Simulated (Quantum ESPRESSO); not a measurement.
# Where does Si sit best among Ge sites?

Calculated results; nothing here was measured. They come from pw.x of Quantum ESPRESSO 7.5, a plane-wave density functional program, with PseudoDojo standard norm-conserving files (v0.5 for PBE, v0.4.1 for LDA and PBEsol). The cells are made up: elements, strain and atom displacements were drawn at random, and nothing was relaxed. There is no spin polarisation, spin-orbit coupling or dispersion term.

The cell has 8 sites of a zincblende or diamond lattice. Sites 1 to 4 hold Ge Ge Si Ge; sites 5 to 8 hold X X X X. Cell vectors in Å: (5.507, 0.000, 0.000); (0.000, 5.507, 0.000); (0.000, 0.000, 5.507). Settings: PBE, cutoff 1061 eV, 6 x 6 x 6 k mesh shifted by half a step, Fermi-Dirac smearing of 0.1 eV.

In each run one of the sites marked X holds Si and the others hold Ge; cell and positions stay the same. E is the free energy of the cell.

| site of the guest | first shell | mean distance (Å) | E above the lowest (eV) | P (GPa) | force on the guest (eV/Å) |
| --- | --- | --- | --- | --- | --- |
| 5 | Ge3Si | 2.427 | 0.292 | 13.60 | 3.678 |
| 6 | Ge3Si | 2.335 | 0.135 | 13.40 | 3.052 |
| 7 | Ge3Si | 2.469 | 0.341 | 13.72 | 2.556 |
| 8 | Ge3Si | 2.349 | 0.000 | 13.16 | 6.436 |

A rerun of one of these cells at 1347 eV and k mesh 8 x 8 x 8 moved values by no more than 0.003 eV in the cell's energy, 0.04 GPa in stress and 0.004 eV/Å in force.

## Reading the table

Site 8 is lowest, by 0.135 eV, over three times the rerun's bound. A straight line of energy against the mean distance has a slope of 2.2 ± 0.8 eV/Å, so these few sites cannot settle whether the distance sets the order. The positions are random and not relaxed, so the differences hold for this frozen cell and are not site preferences of a real crystal.